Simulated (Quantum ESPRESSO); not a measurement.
Parts of the isotropic shielding in KZnF3, by GIPAW with PBE in a modified build of Quantum ESPRESSO, on JTH PAW datasets, 22.5 Ha, k-mesh 5×5×5 shifted:

```yaml
crystal:
  lattice:
    - [4.05000, 0.00000, 0.00000]
    - [0.00000, 4.05000, 0.00000]
    - [0.00000, 0.00000, 4.05000]
  atoms:
    - { symbol: K, position: [0.00000, 0.00000, 0.00000] }
    - { symbol: Zn, position: [0.50000, 0.50000, 0.50000] }
    - { symbol: F, position: [0.50000, 0.50000, 0.00000] }
    - { symbol: F, position: [0.00000, 0.50000, 0.50000] }
    - { symbol: F, position: [0.50000, 0.00000, 0.50000] }
```
The cell was made here from an entry of the Crystallography Open Database (unchecked): atoms relaxed with PBE in the measured cell (PBE without dispersion, pw.x of Quantum ESPRESSO, symmetry kept).  Stability against distortions was not tested.

The core term is that of the free atom's frozen core; the paramagnetic column sums the reconstruction terms. These are absolute shieldings with no macroscopic susceptibility term; δ = σ_ref − σ needs a reference computed alike. By our sweeps, such settings leave a few ppm in absolute σ on light atoms and up to some 20 ppm from Zn on. Static lattice: thermal averaging is not included.

| site | core | bare (smooth current) | diamagnetic correction | paramagnetic corrections | σ_iso (ppm) |
|---|---|---|---|---|---|
| K (atom 1) | 1193.4 | 93.3 | 22.5 | ? | ? |
| Zn (atom 2) | 2275.3 | 24.1 | 237.8 | ? | ? |
| F (atoms 3, 4, 5) | 306.4 | 90.6 | 50.7 | ? | ? |

Fill in the missing entries.


- K (atom 1), paramagnetic corrections: -114.5
- K (atom 1), σ_iso (ppm): 1194.7
- Zn (atom 2), paramagnetic corrections: -759.1
- Zn (atom 2), σ_iso (ppm): 1778.0
- F (atoms 3, 4, 5), paramagnetic corrections: -118.1
- F (atoms 3, 4, 5), σ_iso (ppm): 329.6
